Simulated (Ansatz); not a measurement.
Input file for Ansatz (a program for electronic structure):

Ansatz 0.2 input:
```yaml
crystal:
  lattice:
    - [0.0, 2.3918810218, 2.3918810218]
    - [2.3918810218, 0.0, 2.3918810218]
    - [2.3918810218, 2.3918810218, 0.0]
  atoms:
    - { symbol: B, position: [0.25, 0.25, 0.25] }
    - { symbol: As, position: [0.5, 0.5, 0.5] }
kpoints:
  mp_grid: { grid: [10, 10, 10] }
hamiltonian:
  xc: r2scan
  pseudopotentials: { kind: paw }
scf:
  occupations: { method: fixed }
elastic: { mode: relaxed_ion, stencil: two_point, amplitude: 0.005, f_tol: 0.0005 }
output: { polarization: {} }
```

Output (shortened):

```
Pseudopotential: B, paw, valence charge 3
Pseudopotential: As, paw, valence charge 15
Functional definition: r2SCAN
Crystal: 2 atoms, lattice volume = 27.368 Å³
Basis set: ecut = 500 eV, 725 PW (Γ), exchange–correlation on 100×100×100 points (64 copies of the dense FFT grid, shifted against one another)
Bands: 13, of which v1, the nominal top of the filled ones, is band 9 counted from 1 (8 counted from 0)
Symmetry: 24 space group operations
Space group: F-43m (ITA 216), of the structure as read, at distance tolerance 3.0e-5 Å
k-points: 47 of 1000 (time reversal used)
SCF 1 converged in 9 iterations: F = -5021.341701 eV  dr2 = 2.57e-14
Crystal: 2 atoms, lattice volume = 27.368 Å³
SCF 2 converged in 2 iterations: F = -5021.341701 eV  dr2 = 4.58e-15
Crystal: 2 atoms, lattice volume = 27.232 Å³
Basis set: ecut = 500 eV, 709 PW (Γ), exchange–correlation on 100×100×100 points (64 copies of the dense FFT grid, shifted against one another)
Symmetry: 8 space group operations
k-points: 102 of 1000 (time reversal used)
SCF 3 converged in 9 iterations: F = -5021.341073 eV  dr2 = 7.27e-15
Crystal: 2 atoms, lattice volume = 27.505 Å³
SCF 4 converged in 9 iterations: F = -5021.341092 eV  dr2 = 7.58e-15
Crystal: 2 atoms, lattice volume = 27.368 Å³
Basis set: ecut = 500 eV, 713 PW (Γ), exchange–correlation on 100×100×100 points (64 copies of the dense FFT grid, shifted against one another)
Symmetry: 4 space group operations
k-points: 171 of 1000 (time reversal used)
SCF 5 converged in 9 iterations: F = -5021.341333 eV  dr2 = 1.07e-14
relax step   1: F+E_penalty+E_count = -5021.34133305 eV  Δ(F+E_penalty+E_count) = +0.000e0 eV  max|allowed force component| = 3.279e-2 eV/Å  Δτ_max = 0.0000 Å  (9 SCF iters, accepted)
Crystal: 2 atoms, lattice volume = 27.368 Å³
SCF 6 converged in 6 iterations: F = -5021.341362 eV  dr2 = 7.58e-14
relax step   2: F+E_penalty+E_count = -5021.34136192 eV  Δ(F+E_penalty+E_count) = -2.887e-5 eV  max|allowed force component| = 1.001e-2 eV/Å  Δτ_max = 0.0007 Å  (6 SCF iters, accepted)
Crystal: 2 atoms, lattice volume = 27.368 Å³
SCF 7 converged in 6 iterations: F = -5021.341365 eV  dr2 = 6.84e-14
relax step   3: F+E_penalty+E_count = -5021.34136489 eV  Δ(F+E_penalty+E_count) = -2.968e-6 eV  max|allowed force component| = 1.475e-9 eV/Å  Δτ_max = 0.0003 Å  (6 SCF iters, accepted)
Crystal: 2 atoms, lattice volume = 27.368 Å³
SCF 8 converged in 2 iterations: F = -5021.341365 eV  dr2 = 4.11e-15
Crystal: 2 atoms, lattice volume = 27.368 Å³
SCF 9 converged in 9 iterations: F = -5021.341333 eV  dr2 = 1.07e-14
relax step   1: F+E_penalty+E_count = -5021.34133305 eV  Δ(F+E_penalty+E_count) = +0.000e0 eV  max|allowed force component| = 3.279e-2 eV/Å  Δτ_max = 0.0000 Å  (9 SCF iters, accepted)
Crystal: 2 atoms, lattice volume = 27.368 Å³
SCF 10 converged in 6 iterations: F = -5021.341362 eV  dr2 = 7.56e-14
relax step   2: F+E_penalty+E_count = -5021.34136192 eV  Δ(F+E_penalty+E_count) = -2.887e-5 eV  max|allowed force component| = 1.001e-2 eV/Å  Δτ_max = 0.0007 Å  (6 SCF iters, accepted)
Crystal: 2 atoms, lattice volume = 27.368 Å³
SCF 11 converged in 6 iterations: F = -5021.341365 eV  dr2 = 8.57e-14
relax step   3: F+E_penalty+E_count = -5021.34136489 eV  Δ(F+E_penalty+E_count) = -2.968e-6 eV  max|allowed force component| = 7.803e-10 eV/Å  Δτ_max = 0.0003 Å  (6 SCF iters, accepted)
Crystal: 2 atoms, lattice volume = 27.368 Å³
SCF 12 converged in 2 iterations: F = -5021.341365 eV  dr2 = 5.43e-15
SCF converged after 2 iterations
Free energy (F): -5021.341701 eV
Harris-Foulkes:  -5021.341701 eV  (|F-HF|=9.09e-13)
Internal energy: -5021.341701 eV  (E = F + TS)
E sigma→0 (E₀):  -5021.341701 eV
Fermi energy:    10.969689 eV
--- Per-component energies (eV) ---
  E_band       = -223.671910
  E_kinetic    = 151.411869
  E_local      = -1698.058466  (includes V_loc(G=0)·N_el)
  E_nonlocal   = -657.627779
  E_hartree    = 942.505987
  E_xc         = -105.605603
  E_vxc        = -125.552065  (∫ρ·V_xc dr)
  E_paw        = -1929.156307  (= ΣΔE_a)
  E_vpaw       = 214.895091  (= ΣTr[D̂ρ^β])
  E_aug_tail   = -0.000007  (compensation charges beyond the density's cutoff)
  E_vtau       = 6.247475  (kinetic-family band-sum trace: ∫τ·v_τ [+ j·A + Jᵃ·Aᵃ] dr)
  E_ewald      = -1723.335544
  E_core_change = -1.475850  (= ΣΔE_core)
  E_smearing   =  0.000000  (= −TS)
  E_closure    =  0.000000  (closes the sum)
  Σ components = -5021.341701   (vs F -5021.341701, Δ=0.00e0)
--- Forces (eV/Å), atoms counted from 1 ---
  atom   1  B      0.00000000     0.00000000     0.00000000
  atom   2  As     0.00000000     0.00000000     0.00000000
  max |Σ_I F_I| component: 4.50e-16 eV/Å
--- Stress (GPa, compression-positive) ---
        0.008424       0.000000       0.000000
        0.000000       0.008424       0.000000
        0.000000       0.000000       0.008424
  P = ⅓ Tr σ = 0.0084 GPa (0.084 kbar)
--- Band table (eV; the first three rows and the last of 47) ---
  k-point 0: bands = ["-25.6430", "-25.6430", "-25.6430", "-25.6144", "-25.6144", "-5.1545", "10.9697", "10.9697", "10.9697", "14.4066", "14.4066", "14.4066", "16.0322"]
  k-point 1: bands = ["-25.6426", "-25.6421", "-25.6421", "-25.6144", "-25.6144", "-4.9824", "9.4998", "10.6490", "10.6490", "14.6317", "14.8303", "14.8303", "16.9249"]
  k-point 2: bands = ["-25.6418", "-25.6401", "-25.6401", "-25.6141", "-25.6141", "-4.4747", "7.0215", "10.0393", "10.0393", "14.4426", "15.5965", "15.5965", "18.6819"]
  k-point 46: bands = ["-25.6414", "-25.6329", "-25.6256", "-25.6179", "-25.6105", "-0.5667", "2.3297", "5.3878", "5.6493", "15.8546", "16.2217", "19.2353", "19.4145"]
--- Elastic constants: 2 strain directions × 2 members + reference (group order 24) ---
  dense FFT box of the reference and of every strained cell: 25×25×25
  strains applied: 11, 23; error gains: componentwise 1.00 (the most a stress slope's error grows in a printed constant), spectral 1.73 (1 for all six strains …
  C = ∂σ_k/∂η_j (tension-positive GPa; Voigt order 11 22 33 23 13 12):
       289.535     66.684     66.684      0.000      0.000      0.000
        66.684    289.535     66.684      0.000      0.000      0.000
        66.684     66.684    289.535      0.000      0.000      0.000
         0.000      0.000      0.000    157.466      0.000      0.000
         0.000      0.000      0.000      0.000    157.466      0.000
         0.000      0.000      0.000      0.000      0.000    157.466
  reference stress σ⁰ (GPa):     -0.008     -0.008     -0.008      0.000      0.000      0.000
  moduli (Voigt/Reuss/Hill, GPa): K = 140.97/140.97/140.97   G = 139.05/135.13/137.09   E = 310.59   ν = 0.133
  mechanically stable: yes (min eigenvalue of sym C = 157.47 GPa)
  e, the proper piezoelectric tensor (elastic.mode: relaxed_ion; C/m²; rows x y z; Voigt order 11 22 33 23 13 12):
       0.00000    0.00000    0.00000   -0.18686    0.00000    0.00000
       0.00000    0.00000    0.00000    0.00000   -0.18686    0.00000
       0.00000    0.00000    0.00000    0.00000    0.00000   -0.18686
  ±, each entry's uncertainty from the finite density of the strings (C/m²), an estimate: the size of the correction for it that the entry includes:
       0.00000    0.00000    0.00000    0.00792    0.00000    0.00000
       0.00000    0.00000    0.00000    0.00000    0.00792    0.00000
       0.00000    0.00000    0.00000    0.00000    0.00000    0.00792
  strain η (Voigt 11):  stress-route row diagonal C_11 = 289.54 GPa, energy-path curvature d²(F+E_count+ΔE)/dδ²/Ω₀ = 289.54 GPa
         δ    σ_11 (GPa)             F (eV)   n_scf  n_hpsi   n_pw
    -5.000e-3      -1.4649       -5021.3410726       9   30440    709   relax 0 steps, max|allowed force component| 1.04e-16 eV/Å
     5.000e-3       1.4304       -5021.3410924       9   29825    725   relax 0 steps, max|allowed force component| 1.04e-16 eV/Å
  strain η (Voigt 23):  stress-route row diagonal C_44 = 157.47 GPa, energy-path curvature d²(F+E_count+ΔE)/dδ²/Ω₀ = 157.48 GPa
         δ    σ_23 (GPa)             F (eV)   n_scf  n_hpsi   n_pw
    -5.000e-3      -0.7873       -5021.3413649       2   19999    713   relax 3 steps, max|allowed force component| 1.48e-9 eV/Å
     5.000e-3       0.7873       -5021.3413649       2   20030    713   relax 3 steps, max|allowed force component| 7.80e-10 eV/Å
--- Formal polarisation (Berry phase): one branch of a lattice of values; only differences between neighbouring runs are physical ---
  axis  mesh            electronic          ionic      p = total  spread (rad)  least overlap  resolved gap  δp at fixed H ≤   (phases in cycles; p mod 1 …
  b1    10×10×10        1.00000000     8.25000000     9.25000000      0.163350         0.8354        3.4369           1.7e-6
  b2    10×10×10        1.00000000     8.25000000     9.25000000      0.163350         0.8354        3.4369           1.7e-6
  b3    10×10×10        1.00000000     8.25000000     9.25000000      0.163350         0.8354        3.4369           1.7e-6
  quantum along a1:   0.12359641 e/Å² =   198.023280 µC/cm²
  quantum along a2:   0.12359641 e/Å² =   198.023280 µC/cm²
  quantum along a3:   0.12359641 e/Å² =   198.023280 µC/cm²
  P = (  1.61682340,   1.61682340,   1.61682340) e/Å² = ( 2590.436678,  2590.436678,  2590.436678) µC/cm²  (mod the quanta)
```

Cost: around 80 core-seconds (rough) on shared cores.

Symmetry was held in the r²SCAN relaxation. The volume moved by 18 % from the start of the relaxation. Scalar-relativistic: spin–orbit coupling is off unless named, which matters more the heavier the elements.

Potentials: the later of the program's two PAW sets.

Ansatz is a plane-wave DFT program.
